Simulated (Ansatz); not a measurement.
A generator proposed this cell of Ag3BrCl2.

```yaml
crystal:
  lattice:
    - [6.51353, 0.00000, 0.00000]
    - [-3.25677, 5.64088, 0.00000]
    - [0.00000, 0.00000, 3.93167]
  atoms:
    - { symbol: Ag, position: [0.50000, 0.00000, 0.50000] }
    - { symbol: Ag, position: [0.50000, 0.50000, 0.50000] }
    - { symbol: Ag, position: [0.00000, 0.50000, 0.50000] }
    - { symbol: Br, position: [0.00000, 0.00000, 0.00000] }
    - { symbol: Cl, position: [0.33333, 0.66667, 0.00000] }
    - { symbol: Cl, position: [0.66667, 0.33333, 0.00000] }
```

Level of theory: DFT PBE, scalar-relativistic, plane waves, PAW (Ansatz 0.2.0). Plane waves to 420 eV, a k mesh through Γ of 3×3×4 on the computed 6-atom cell and Gaussian smearing (0.10 eV); no spin polarisation.

Energies over the elements count from the elements' standard structures at the same level (Cl₂ as a molecule), with no fitted energy shifts. The references include crystalline Br.

Problem. How far from equilibrium is it?

Solution. The pressure is 0.0 GPa (the mean over three directions, positive in compression), the largest force is 0.00 eV/Å (symmetry fixes the atoms), and the energy is −0.19 eV/atom against the elements. The shortest distance is 2.72 Å.

Problem. How much does it gain on relaxing, and where does it end?

Solution. Relaxing gains under 0.1 eV/atom (the start's value is from the coarse mesh, so the gain is rough) in 3 ionic steps and ends at −0.19 eV/atom on the finer mesh. The symmetry stays P6/mmm (No. 191). The volume per atom stays near 24.0 Å³. The shortest distance stays 2.72 Å (Ag–Cl). Conventional cell: a = 6.509 Å, c = 3.922 Å. Ag is surrounded by 4 Cl at 2.72 Å, 4 Ag at 3.25 Å and 4 Br at 3.80 Å; Br is surrounded by 6 Cl at 3.76 Å, 12 Ag at 3.80 Å and 2 Br at 3.92 Å (long contacts); Cl has 6 Ag at 2.72 Å, 3 Br at 3.76 Å and 5 Cl at 3.76–3.92 Å.

The last run used a 6×6×10 mesh (in the run's order of axes) for its 6-atom cell and Gaussian smearing of 0.10 eV. The reference form of Br is held partly by dispersion forces, which this level lacks. The relaxation can't lower the symmetry of the start. Symmetry constrained the relaxation, so the result can be a saddle point.
